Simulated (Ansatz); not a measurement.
TiAu, DFT, PBEsol, all-electron PAW with datasets made for the crystal, scalar-relativistic (Ansatz 0.2.0), run on 1 thread of Intel(R) Xeon(R) 6975P-C (Granite Rapids) on a shared host.

The geometry is COD entry 1510312, unchecked; take it as a test cell. The listed cell was then made from it by scaling, straining or moving an atom.

Command: `ansatz run input.yaml --threads 1 --pin off --max-ram 3072MiB --backend cpu --events-out ev --progress --plain --runs-dir out`

```yaml
crystal:
  lattice:
    - [3.254, 0.0, 0.0]
    - [0.0, 3.254, 0.0]
    - [0.0, 0.0, 3.28654]
  atoms:
    - { symbol: Ti, position: [0.5, 0.5, 0.5] }
    - { symbol: Au, position: [0.0, 0.0, 0.0] }
kpoints:
  mp_grid: { grid: [10, 10, 10] }
scf:
  occupations: { method: fermi_dirac, width: 0.08 }
hamiltonian:
  xc: pbesol
  pseudopotentials: { kind: all_electron, datasets: crystal }
output:
  forces: true
  stress: true
  eigenvalues: true
  efg: { contact_densities: true }
```

(1) How large is the problem that the program sets up?

(2) Estimate the wall time and the peak memory.

(3) And the same cell and mesh by PAW (frozen-core files), asked for forces, stress, eigenvalues, efg, on the same hardware?

Answers

(1) 126 irreducible k-points, 341 plane waves at Γ, 21 bands.

(2) 14 s of wall time for 10 SCF iterations, with a peak of 0.65 GiB. Times on shared machines scatter by tens of per cent.

(3) 4 s, peak memory 0.49 GiB.
